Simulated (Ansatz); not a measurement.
Consider the following.

AlRu:
```yaml
crystal:
  lattice:
    - [0.00000, 2.49084, 2.49084]
    - [2.49084, 0.00000, 2.49084]
    - [2.49084, 2.49084, 0.00000]
  atoms:
    - { symbol: Ru, position: [0.00000, 0.00000, 0.00000] }
    - { symbol: Al, position: [0.50000, 0.50000, 0.50000] }
```

This is the PBE-relaxed structure.

### Question
All from the program Ansatz at the PBE level (PAW), unless another level is named. Give the density of states at the Fermi level.

### Answer
1.2 states/eV per atom (mean over ±0.08 eV).

### Question
What about the formation energy from the elements (no fitted shifts)?

### Answer
0.15 eV/atom.

Space group Fm-3m (rock salt). The start of the workflow was typed in or built on a structure type; neither database checked (COD, Materials Project) lists it. COD files the formula under space group No. 221. Its standing as an ambient phase is unchecked. The cell was relaxed with PBE under the symmetry of its start; whether a distortion lowers the energy is not shown. The run is not spin-polarised. Its formation energy is positive at this level, so the cell may be metastable or incomplete. The references are the lowest solids computed at this level, not always the standard phases. Spin–orbit coupling is left out wherever it is not named.

Potentials: the earlier of the program's two PAW sets.
